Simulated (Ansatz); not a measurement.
Given:

In2Bi:
Space group P6₃/mmc (No. 194); a = 5.412 Å, b = 5.412 Å, c = 6.371 Å, α = 90.00°, β = 90.00°, γ = 120.00°

| atom | site | symmetry | x | y | z |
|---|---|---|---|---|---|
| In | 2a | -3m. | 0.0000 | 0.0000 | 0.0000 |
| In | 2d | -6m2 | 0.6667 | 0.3333 | 0.2500 |
| Bi | 2c | -6m2 | 0.3333 | 0.6667 | 0.2500 |

This is the LDA-relaxed structure.

Task: All from plane-wave PAW LDA (Ansatz code), unless another level is named. Predict the density of states at the Fermi level.

Result: 0.38 states/eV per atom (mean over ±0.08 eV).

Task: Give the formation energy from the elements (no fitted shifts).

Result: 0.011 eV/atom.

Space group P6_3/mmc. The workflow started from a Materials Project entry (that database holds measured and hypothetical structures alike); the Crystallography Open Database files this formula in space group No. 194, but the cells were not matched. Whether it is the stable phase at ambient conditions was not checked. Symmetry was held in the LDA relaxation; of distortions, only those at the zone centre were tested. Axis ratios of metals converge slowly with the k-mesh, so a and c are less sure than the volume. The references are the lowest solids computed at this level, not always the standard phases. Spin–orbit coupling is left out wherever it is not named.

Potentials: the later of the program's two PAW sets.
